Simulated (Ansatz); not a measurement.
CsSnI3 (cubic perovskite)

```xyz
5
Lattice="6.1359 0.0000 0.0000 0.0000 6.1359 0.0000 0.0000 0.0000 6.1359" Properties=species:S:1:pos:R:3 pbc="T T T"
Cs     0.0000     0.0000     0.0000
Sn     3.0680     3.0680     3.0680
I      0.0000     3.0680     3.0680
I      3.0680     3.0680     0.0000
I      3.0680     0.0000     3.0680
```

E(V) scan at fixed shape, V₀ the volume above. Symmetry pins the atoms to their sites.

The numbers are results of PBEsol (plane waves to 420 eV, PAW, scalar-relativistic; Ansatz, an electronic-structure program), not measurements. k mesh 6×6×6 (Γ-centred), Fermi-Dirac smearing 0.05 eV. Energies are smeared free energies. Stress and pressure are positive under compression. CsSnI3 was relaxed with its symmetry unable to fall. Spin-orbit coupling is left out, though I is heavy. This is a high-temperature form of CsSnI3. ΔE is measured from the relaxed starting cell.

```json
[
 {"V (Å³/atom)": "41.582", "ΔE (meV/atom)": "31.4"},
 {"V (Å³/atom)": "42.737", "ΔE (meV/atom)": "16.7"},
 {"V (Å³/atom)": "43.892", "ΔE (meV/atom)": "7.0"},
 {"V (Å³/atom)": "45.048", "ΔE (meV/atom)": "1.6"},
 {"V (Å³/atom)": "46.203", "ΔE (meV/atom)": "0.0"},
 {"V (Å³/atom)": "47.358", "ΔE (meV/atom)": "1.6"},
 {"V (Å³/atom)": "48.513", "ΔE (meV/atom)": "6.0"},
 {"V (Å³/atom)": "49.668", "ΔE (meV/atom)": "12.9"},
 {"V (Å³/atom)": "50.823", "ΔE (meV/atom)": "withheld"}
]
```

Problem. Fit a third-order Birch-Murnaghan form (E₀, V₀, B₀, B₀′ free) to the given rows and predict ΔE at V = 50.823.

Solution. Least squares on the 8 given rows: ΔE = E₀ + (9V₀B₀/16)·y²·[2 + (B₀′ − 4)y], y = (V₀/V)^(2/3) − 1, with V₀ = 46.179 Å³/atom, B₀ = 18.02 GPa (160.2 GPa = 1 eV/Å³; the term in eV is multiplied by 1000), B₀′ = 4.70, E₀ = -0.02 meV/atom; root-mean-square residual 0.01 meV/atom. At 50.823 the fit gives 21.9 meV/atom; the calculation gives 21.9 meV/atom, the same to the digits shown. For the pressure the fit gives -1.38 GPa against the computed -1.38 GPa.

(Under strain, the slope of the energy per volume gives the stress and its curvature an elastic modulus.)
